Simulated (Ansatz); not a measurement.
## Band structure of Al$_{2}$Au

```yaml
crystal:
  lattice:
    - [0.00000, 3.00000, 3.00000]
    - [3.00000, 0.00000, 3.00000]
    - [3.00000, 3.00000, 0.00000]
  atoms:
    - { symbol: Al, position: [0.25000, 0.25000, 0.25000] }
    - { symbol: Al, position: [0.75000, 0.75000, 0.75000] }
    - { symbol: Au, position: [0.00000, 0.00000, 0.00000] }
```

Atoms are numbered in the order listed.

The cell is COD entry 9008999, as deposited and not checked against the literature; nothing was relaxed.

Spin–orbit coupling is left out, though it moves levels of the heavy atoms by tenths of an eV or more.

Computed with DFT, PBE, all-electron LAPW, scalar-relativistic in Ansatz 0.2.0.

The runs use a Γ-centred 11×11×11 k mesh, Fermi–Dirac smearing of 0.05 eV, basis error target 0.5 meV/atom, no spin polarisation.

Points in fractions of the reciprocal vectors of this cell: Γ (0, 0, 0), X (0.5, 0, 0.5), U (0.625, 0.25, 0.625), K (0.375, 0.375, 0.75), L (0.5, 0.5, 0.5), W (0.5, 0.25, 0.75). The path joins them by straight lines in the order Γ–X–U–K–Γ–L–W–X; legs that retrace an earlier one aren't tabulated. Energies are in eV from the Fermi level.

List the levels at X between -8 and 4.5 eV.

-7.34, -7.13, -6.28, -5.82 (×2), -5.37, -5.06, -2.16 (×2), 1.23, 2.06.

List the levels at Γ between -8 and 4.5 eV.

-6.64 (×3), -5.68 (×2), 2.20, 2.91 (×3), 3.87 (×3).

List the levels at U between -8 and 4.5 eV.

-7.43, -6.83, -6.62, -5.93, -5.62, -5.58, -4.65, -3.43, -1.41, 1.81, 4.34.

What is the band gap?

none: with an odd electron count and no spin polarisation the bands can't all be full, a metal in this set-up (spin order or a larger cell could open a gap).
